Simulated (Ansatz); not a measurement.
Data:

ZrMo:
```
ZrMo
1.0
    3.29925     0.00000     0.00000
    0.00000     3.29925     0.00000
    0.00000     0.00000     3.29925
Mo Zr
1 1
Direct
  0.00000   0.00000   0.00000
  0.50000   0.50000   0.50000
```

This is the PBEsol-relaxed structure.

Task: All from the program Ansatz at the PBEsol level (PAW), unless another level is named. Predict the highest zone-centre frequency.

Result: 203 cm⁻¹.

Task: Next, the Young's modulus?

Result: 66.8 GPa.

Space group Pm-3m (CsCl type). The start of the workflow was typed in or built on a structure type; neither database checked (COD, Materials Project) lists it. Whether it is the stable phase at ambient conditions was not checked. The cell was relaxed with PBEsol under the symmetry of its start; its stability against distortions is not shown here. No spin polarisation was allowed. As this level gives no gap, phonon frequencies hold no LO–TO term and depend on the k-mesh and smearing (Fermi–Dirac, 0.1 eV here). On the denser mesh and wider smearing of the elastic run this cell carries a stress of 0.4 GPa.

Potentials: the later of the program's two PAW sets.
